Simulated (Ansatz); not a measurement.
Data:

ZrB2 in space group P6/mmm (No. 191; Zr on 1a, B on 2d), a = b = 3.1549 Å, c = 3.5065 Å, α = β = 90.00°, γ = 120.00°.

This is the PBEsol-relaxed structure.

Q: All from plane-wave PAW PBEsol (Ansatz code), unless another level is named. Estimate the formation energy from the elements (no fitted shifts).

A: -1.08 eV/atom.

Q: Next, the density of states at the Fermi level?

A: 0.09 states/eV per atom (mean over ±0.08 eV).

Q: Next, the gap with spin–orbit coupling?

A: none (metallic).

The cell was relaxed with PBEsol under the symmetry of its start; of distortions, only those at the zone centre were tested. No spin polarisation was allowed. The references are the lowest solids computed at this level, not always the standard phases. Scalar-relativistic: spin–orbit coupling is off unless named, which matters more the heavier the elements.

Potentials: the later of the program's two PAW sets.
